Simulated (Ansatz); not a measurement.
HfC:
```yaml
crystal:
  lattice:
    - [2.86853, 0.00000, 0.00000]
    - [0.00000, 2.86853, 0.00000]
    - [0.00000, 0.00000, 2.86853]
  atoms:
    - { symbol: Hf, position: [0.00000, 0.00000, 0.00000] }
    - { symbol: C, position: [0.50000, 0.50000, 0.50000] }
```

Relaxed with PBEsol. Special points in fractions of this cell's reciprocal vectors: Γ (0.000, 0.000, 0.000); X (0.000, 0.500, 0.000); M (0.500, 0.500, 0.000); R (0.500, 0.500, 0.500).

List the band energies nearest the Fermi level at these points for plane-wave PAW PBEsol (Ansatz code).

In eV from the Fermi level; about four levels below and three above (degenerate sets whole), none deeper than 8.9 eV; … stands for higher levels left out; points with the same levels are listed once.

```csv
k,below,above
Γ,-2.04 -2.04,1.17 1.17 1.17
X,-6.90 -1.11 -1.11 -0.81,6.95 7.08 …
M,-2.60 -2.60 -1.21,2.06 3.18 3.18
R,-7.00 -5.72 -5.72 -5.72,9.06 9.06 9.06
```

Space group Pm-3m (CsCl type). The cell is a constructed one: a structure type filled with these elements; neither database checked (COD, Materials Project) lists it. It is not the phase usual at ambient conditions (space group No. 225). The cell was relaxed with PBEsol under the symmetry of its start. At this level the phase is mechanically unstable. The run is not spin-polarised. Scalar-relativistic: spin–orbit coupling is off unless named, which matters more the heavier the elements.

Potentials: the later of the program's two PAW sets.
